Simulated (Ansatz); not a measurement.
SiO₂:
```cif
data_O18Si9
_chemical_formula_sum 'Si9 O18'
_space_group_name_H-M_alt 'R32 :H'
_space_group_IT_number 155
_space_group_name_Hall 'R 3 2"'
_cell_length_a 7.95722
_cell_length_b 7.95722
_cell_length_c 7.84841
_cell_angle_alpha 90.000
_cell_angle_beta 90.000
_cell_angle_gamma 120.000
loop_
_atom_site_label
_atom_site_type_symbol
_atom_site_symmetry_multiplicity
_atom_site_Wyckoff_symbol
_atom_site_fract_x
_atom_site_fract_y
_atom_site_fract_z
_atom_site_occupancy
Si1 Si 9 e 0.78467 0.78467 0.50000 1
O1 O 9 e 0.19042 0.19042 0.50000 1
O2 O 9 d 0.00000 0.33396 0.00000 1
```
(The calculation used a cell of 9 atoms; values per cell refer to that cell.)

Relaxed with r²SCAN.

### Question
Give the optical modes at the zone centre with their infrared and Raman activity from DFPT, r²SCAN (plane waves, PAW; program Ansatz).

### Answer
Transverse frequencies, without the LO–TO term; a row sums one degenerate level.

```csv
ω (cm⁻¹),degeneracy,IR ((D/Å)²/amu),Raman (Å⁴/amu),activity,symmetry
47,1,0.01,0,IR,A2
157,2,0.10,0.61,IR+Raman,E
298,2,0.00,0.35,Raman,E
332,1,1.02,0,IR,A2
355,1,0.00,7.0,Raman,A1
381,2,6.62,0.076,IR+Raman,E
421,2,5.80,0.72,IR+Raman,E
457,1,10.57,0,IR,A2
588,1,0.00,26,Raman,A1
719,2,11.32,0.23,IR+Raman,E
813,2,2.94,0.46,IR+Raman,E
833,1,0.00,0.65,Raman,A1
1026,1,0.38,0,IR,A2
1043,2,72.94,1.4,IR+Raman,E
1091,1,47.52,0,IR,A2
1164,2,1.73,1.1,IR+Raman,E
```

### Question
How high does the top mode go among those that the LO–TO term moves?

### Answer
1191 cm⁻¹ for q along x, 1191 cm⁻¹ for q along y, 1247 cm⁻¹ for q along z.

The workflow started from a Materials Project entry (that database holds measured and hypothetical structures alike); the Crystallography Open Database copy checked does not list it. It is not the phase usual at ambient conditions (space group No. 92, 152, 154). The cell was relaxed with r²SCAN under the symmetry of its start; phonons show weakly imaginary modes.

Potentials: the later of the program's two PAW sets.
